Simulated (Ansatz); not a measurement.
A relaxed structure of GaN is spoiled in several ways and relaxed again each time (noise and exchanges are one random draw each; pressure is positive under compression). The numbers are results of PBE (plane waves to 420 eV, PAW, scalar-relativistic; Ansatz, a quantum-chemistry and plane-wave program), not measurements.

Space group P6₃mc (No. 186); a = b = 3.218 Å, c = 5.243 Å, α = β = 90.00°, γ = 120.00°

| atom | site | symmetry | x | y | z |
|---|---|---|---|---|---|
| Ga | 2b | 3m. | 0.6667 | 0.3333 | 0.0010 |
| N | 2b | 3m. | 0.3333 | 0.6667 | 0.1242 |

```json
[
 {"change": "with every coordinate shifted by Gaussian noise of σ = 0.3 Å", "first pressure (GPa)": "–", "first V (Å³/atom)": "11.76", "released (eV/atom)": "2.2", "moves": "6", "outcome": "returns to the parent", "final group": "P6₃mc", "E − E(parent) (eV/atom)": "0.000"},
 {"change": "deformed by the Cartesian strain tensor (xx, yy, zz, yz, xz, xy) = (0.057, -0.070, -0.041, -0.012, 0.003, 0.016)", "first pressure (GPa)": "[?]", "first V (Å³/atom)": "11.08", "released (eV/atom)": "[?]", "moves": "7", "outcome": "[?]", "final group": "[?]", "E − E(parent) (eV/atom)": "[?]"},
 {"change": "doubled along one cell vector, shaken by Gaussian noise of σ = 0.08 Å a coordinate", "first pressure (GPa)": "3.6", "first V (Å³/atom)": "11.76", "released (eV/atom)": "0.12", "moves": "5", "outcome": "returns to the parent", "final group": "P6₃mc", "E − E(parent) (eV/atom)": "0.000"}
]
```

### Question
Complete the blanks.

### Answer

- deformed by the Cartesian strain tensor (xx, yy, zz, yz, xz, xy) = (0.057, -0.070, -0.041, -0.012, 0.003, 0.016), first pressure (GPa): 14.3
- deformed by the Cartesian strain tensor (xx, yy, zz, yz, xz, xy) = (0.057, -0.070, -0.041, -0.012, 0.003, 0.016), released (eV/atom): 0.13
- deformed by the Cartesian strain tensor (xx, yy, zz, yz, xz, xy) = (0.057, -0.070, -0.041, -0.012, 0.003, 0.016), outcome: returns to the parent
- deformed by the Cartesian strain tensor (xx, yy, zz, yz, xz, xy) = (0.057, -0.070, -0.041, -0.012, 0.003, 0.016), final group: P6₃mc
- deformed by the Cartesian strain tensor (xx, yy, zz, yz, xz, xy) = (0.057, -0.070, -0.041, -0.012, 0.003, 0.016), E − E(parent) (eV/atom): 0.000

First-step values come from each run's starting, coarser k-mesh (8×8×5, 8×9×5, 8×8×3). The runs use different k-meshes, so differences are rounded accordingly. No spin polarisation in the result.
